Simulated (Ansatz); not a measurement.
Relaxed-ion elastic tensor of CaF$_{2}$ (fluorite, Fm-3m) in GPa (Voigt order), PBEsol in the plane-wave PAW code Ansatz; density 3.26 g/cm³, 13.27 Å³ per atom.

|  | 1 | 2 | 3 | 4 | 5 | 6 |
|---|---|---|---|---|---|---|
| 1 | 166 | 46.5 | 46.5 | 0.0 | 0.0 | 0.0 |
| 2 | 46.5 | 166 | 46.5 | 0.0 | 0.0 | 0.0 |
| 3 | 46.5 | 46.5 | 166 | 0.0 | 0.0 | 0.0 |
| 4 | 0.0 | 0.0 | 0.0 | 32.8 | 0.0 | 0.0 |
| 5 | 0.0 | 0.0 | 0.0 | 0.0 | 32.8 | 0.0 |
| 6 | 0.0 | 0.0 | 0.0 | 0.0 | 0.0 | 32.8 |

**Question.** Is the crystal mechanically stable?

**Answer.** Yes: the smallest eigenvalue of C is 32.8 GPa.

**Question.** Work out the Voigt, Reuss and Hill averages.

**Answer.** K_V = 86.4, K_R = 86.4, K_H = 86.4; G_V = 43.6, G_R = 40.0, G_H = 41.8 GPa.

**Question.** Give Young's modulus, Poisson's ratio, Pugh's ratio and the universal anisotropy index.

**Answer.** E = 9KG/(3K + G) = 108 GPa; ν = 0.29; K/G = 2.07 (ductile by the Pugh limit of 1.75); A_U = 5G_V/G_R + K_V/K_R − 6 = 0.45.

**Question.** Estimate the sound speeds and the Debye temperature.

**Answer.** v_l = √((K + 4G/3)/ρ) = 6610 m/s, v_t = √(G/ρ) = 3580 m/s, mean 4000 m/s; Θ = (h/k)(3n/4πV)^(1/3) v_m = 503 K.

**Question.** Give the Zener ratio and Young's modulus along [100], [110] and [111].

**Answer.** A = 2C44/(C11 − C12) = 0.55; 1/E = S11 − 2(S11 − S12 − S44/2)Γ with Γ = 0, 1/4, 1/3 gives 146, 97.1, 87.4 GPa.

Symmetry was held in the PBEsol relaxation; phonons on a q-mesh show no instability.

Potentials: the later of the program's two PAW sets.
